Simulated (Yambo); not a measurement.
```
CaCd2P2
1.0
    4.29231     0.00000     0.00000
   -2.14616     3.71725     0.00000
    0.00000     0.00000     7.05545
P Ca Cd
2 1 2
Direct
  0.66667   0.33333   0.75947
  0.33333   0.66667   0.24053
  0.00000   0.00000   0.00000
  0.33333   0.66667   0.63811
  0.66667   0.33333   0.36189
```

CaCd2P2 (space group P-3m1, No. 164): mean Im ε in 1 eV windows above the direct gap of 1.45 eV, for different electron-hole kernels (Yambo, broadening 0.15 eV, norm-conserving PBEsol (Quantum ESPRESSO, 102 Ry, no spin-orbit coupling) bands; 6×6×4 mesh, 6 valence and 10 conduction bands, static screening with 71 bands and a 3 Ry block, scissor 0.70 eV, Tamm-Dancoff; field along x).

```csv
window (eV),independent quasiparticles,RPA (no attraction),BSE
1.4 to 2.4,5.9,5.7,7.3
2.4 to 3.4,11,9.2,16
3.4 to 4.4,19,16,16
4.4 to 5.4,13,11,9.5
5.4 to 6.4,8.9,9.0,6.7
```

This run doesn't resolve bound excitons or single peaks, so only averages are given, and they too depend on the mesh; weight that the attraction moves below the gap isn't listed. All transitions below 7.38 eV are in the band window. The scissor comes from a G0W0 run whose convergence isn't established.

Spin-orbit splittings are left out.

Geometry of the Materials Project entry, not relaxed at this level.
